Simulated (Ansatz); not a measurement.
A geometry of Sr$_{2}$H$_{3}$I away from equilibrium: the start of the relaxation of a relaxed Sr2H3I cell with every coordinate shifted by Gaussian noise of σ = 0.1 Å. Computed with r2SCAN (plane waves to 500 eV, PAW, scalar-relativistic; Ansatz, a quantum-chemistry and plane-wave program). Γ-centred k-mesh 6×6×3 on the run's cell (coarser than for final values), Fermi–Dirac smearing 0.05 eV.

```xyz
6
Lattice="4.2365 0.0000 0.0000 -2.1183 3.6690 0.0000 0.0000 0.0000 7.6724" Properties=species:S:1:pos:R:3 pbc="T T T"
Sr     1.9088     1.2488     5.3470
Sr     0.0998     2.5660     2.4565
H     -0.0840     0.0102     3.9570
H      2.1243     1.3779     2.7490
H      0.1709     2.6118     4.9538
I     -0.0108    -0.1015     0.0148
```

Give the Cartesian forces on all atoms (eV/Å).


| atom | Fx | Fy | Fz |
|---|---|---|---|
| Sr1 | 0.81 | -0.06 | -0.69 |
| Sr2 | -0.39 | -0.03 | 0.57 |
| H3 | 0.26 | 0.21 | -0.08 |
| H4 | 0.10 | -0.25 | 0.02 |
| H5 | -0.78 | -0.15 | 0.02 |
| I6 | -0.01 | 0.28 | 0.17 |

What is the pressure?

+0.6 GPa, compression positive.

How much energy per atom can still be gained by relaxing?

0.05 eV/atom; the path ends in P-3m1 (No. 164).

No spin polarisation in the result.

The cell that was disturbed is our relaxation of an entry of Materials Project.
